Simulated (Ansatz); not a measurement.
Input:

MoP2:
```
MoP2
1.0
    1.55467    -5.54312     0.00000
    1.55467     5.54312     0.00000
    0.00000     0.00000     4.93191
Mo P
2 4
Cartesian
  1.55467  -4.50921   2.45588
  1.55467   4.50921   4.92183
  1.55467  -0.77439   1.87260
  1.55467   0.77439   4.33856
  1.55467   2.25109   0.97338
  1.55467  -2.25109   3.43933
```

This is the LDA-relaxed structure.

Q: All from LDA in the plane-wave PAW code Ansatz, unless another level is named. Predict the highest zone-centre frequency.

A: 534 cm^-1.

Q: What about the bulk modulus (Birch–Murnaghan fit)?

A: 195 GPa.

Space group Cmc2_1. The workflow started from a Materials Project entry (that database holds measured and hypothetical structures alike); the Crystallography Open Database copy checked does not list it. Whether it is the stable phase at ambient conditions was not checked. The cell was relaxed with LDA under the symmetry of its start; its stability against distortions is not shown here. The run is not spin-polarised. As this level gives no gap, phonon frequencies hold no LO–TO term and depend on the k-mesh and smearing (Fermi–Dirac, 0.1 eV here).

Potentials: the earlier of the program's two PAW sets. The files were generated under PBE; for other functionals the program regenerates the frozen cores, and for LDA and PBEsol the local potential too.
